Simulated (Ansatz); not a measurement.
Starting cell, CdSe (zinc blende):

```xyz
2
Lattice="0.0000 3.0409 3.0409 3.0409 0.0000 3.0409 3.0409 3.0409 0.0000" Properties=species:S:1:pos:R:3 pbc="T T T"
Se     4.5614     4.5614     4.5614
Cd     0.0000     0.0000     0.0000
```

Scan: atom 2 (Cd, nearest neighbour Se at 2.634 Å; its periodic images, 4.3 Å or more away, move with it) is displaced along Cartesian z, direction (0.000, 0.000, 1.000) in Cartesian axes, by s. The other atoms stay.

Calculation: PBEsol (plane waves to 420 eV, PAW, scalar-relativistic; Ansatz, a first-principles code). k mesh 8×8×8 (Γ-centred), Fermi-Dirac smearing 0.05 eV. E stands for the smeared free energy. CdSe was relaxed with its symmetry unable to fall. The zero of ΔE is the undisplaced structure.

```
s (Å)   ΔE (meV/cell)
------  -------------
-0.790           1251
-0.632            849
-0.474            500
-0.316       withheld
-0.158             59
0.000               0
0.158              59
0.316        withheld
0.474             500
0.632             849
0.790            1251
```

Fit an even polynomial form (powers 2, 4) to the given rows and predict ΔE at s = -0.316.

Least squares on the 9 given rows: ΔE = (2346)·s² + (-547.9)·s⁴, in meV/cell with s in Å; root-mean-square residual 0.6 meV/cell. At -0.316 the fit gives 229 meV/cell; the calculation gives 230 meV/cell, so the interpolation is off by -1 (-0.4 %). The quadratic term alone would give 234 meV/cell.

(A displaced cell: forces are minus the slopes of the energy, force constants its curvatures, and phonons follow from these.)
